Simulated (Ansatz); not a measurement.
## Trial structures of TaO₅: starts and ends

Method: Ansatz, DFT PBE, scalar-relativistic, plane waves, PAW. All cells share a 420 eV cutoff and Γ-centred k meshes spaced at most about 0.3 Å⁻¹ (about 0.25 or finer for metals, 2π included). Collinear spin in cells that started with moments and kept them past the coarse steps, no spin elsewhere.

Each guess was relaxed in cell and atoms at zero pressure, within the symmetry of its start. All energies are static (0 K, no zero-point motion). Coordination counts O atoms around Ta (those within 1.25 times the shortest such distance or 1.15 times the sum of covalent radii).

```
guess    made from  start group  V start (Å³/atom)  end group  V end (Å³/atom)  coordination at the end  gap on mesh (eV)  largest moment (μB)  E over the lowest end (meV/atom)
    1   HfNi5 type        F-43m               10.6      F-43m              8.2                    Ta 16                 0                    -                               364
    2  random cell       P4/mmm               11.5     P4/mmm             13.6                     Ta 2                 0                  0.8                               462
    3   PrPt5 type       P6/mmm               10.2          ?                ?                        ?                 ?                    ?                                 ?
    4  random cell        P-62m               11.3     P6/mmm             15.6                     Ta 2                 0                    -                               856
    5   LiMg5 type        P-6m2               13.8      P-6m2             13.9                     Ta 6                 0                  0.6                                 0
```

Guess 3 as it starts:

```
Ta O
1.0
     4.41552    0.00000    0.00000
    -2.20776    3.82395    0.00000
     0.00000    0.00000    3.62043
Ta O
1 5
Direct
  0.00000 0.00000 0.00000
  0.50000 0.00000 0.50000
  0.50000 0.50000 0.50000
  0.00000 0.50000 0.50000
  0.33333 0.66667 0.00000
  0.66667 0.33333 0.00000
```

**Question.** Fill in the missing row: what does this guess relax into, and where does it rank?

**Answer.** It ends in space group P6/mmm (No. 191), with a = 3.664 Å, c = 5.246 Å, 10.2 Å³/atom and no gap; its coordination is Ta 6, without spin. It lies 23 meV/atom over the lowest end, above guess 5 and below guess 1. Counting O atoms around Ta, this end and the lowest (guess 5) both have Ta 6.

```
CELL_PARAMETERS angstrom
3.66377 0.00000 0.00000
-1.83189 3.17292 0.00000
0.00000 0.00000 5.24567
ATOMIC_POSITIONS crystal
Ta 0.00000 0.00000 0.00000
O 0.50000 0.00000 0.50000
O 0.50000 0.50000 0.50000
O 0.00000 0.50000 0.50000
O 0.33333 0.66667 0.00000
O 0.66667 0.33333 0.00000
```

Energies over the elements count from the elements' standard structures at the same level (O₂ as a molecule), with no fitted energy shifts.

**Question.** Is the lowest end bound against the elements?

**Answer.** Too close to call: its formation energy is −0.01 eV/atom. The formation energy is too near zero to say whether this cell lies below the elements.

No dispersion correction is applied, so the spacing and binding between layers, chains or molecules are poorly described (P-6m2, P6/mmm at 10.2 Å³/atom, P6/mmm at 15.6 Å³/atom), and this can change margins and order among such cells. These runs have no spin–orbit coupling, which can matter for Ta. In P6/mmm at 10.2 Å³/atom, F-43m, P6/mmm at 15.6 Å³/atom an odd number of electrons in the primitive cell allows no gap without spin; a larger cell or a magnetic state could open one. Another magnetic order may lie lower. Cells relaxed within their symmetry can be saddle points. A lower structure may well exist outside this small set. Some candidate types were left out of the draw beforehand, so a known form may be missing.
